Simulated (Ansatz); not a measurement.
ZnHgTe$_{2}$ in space group R3m (No. 160; Zn on 3a, Hg on 3a, Te on 3a, Te on 3a) at seven volumes, plane-wave PAW LDA (Ansatz code), shape and atoms relaxed at each. One row is withheld.

| V (Å³/atom) | P (GPa) |
|---|---|
| 27.333 | ? |
| 28.235 | 3.59 |
| 29.136 | 1.64 |
| 30.037 | 0.00 |
| 30.938 | -1.38 |
| 31.839 | -2.54 |
| 32.740 | -3.51 |

Q: Fit the shown pressures and predict the withheld one.

A: P = (3/2)B₀(x^(7/2) − x^(5/2))[1 + (3/4)(B′ − 4)(x − 1)] with x = (V₀/V)^(2/3). Least squares on the six rows gives V₀ = 30.036 Å³/atom, B₀ = 50.1 GPa, B′ = 4.79. At V = 27.333, x = 1.0649 and P = 5.93 GPa. The run itself gave 5.91 GPa.

The workflow started from a Materials Project entry (that database holds measured and hypothetical structures alike); the Crystallography Open Database copy checked does not list it. Whether it is the stable phase at ambient conditions was not checked. The cell was relaxed with LDA under the symmetry of its start; its stability against distortions is not shown here. Scalar-relativistic: spin–orbit coupling is off unless named, which matters more the heavier the elements.

Potentials: the later of the program's two PAW sets.
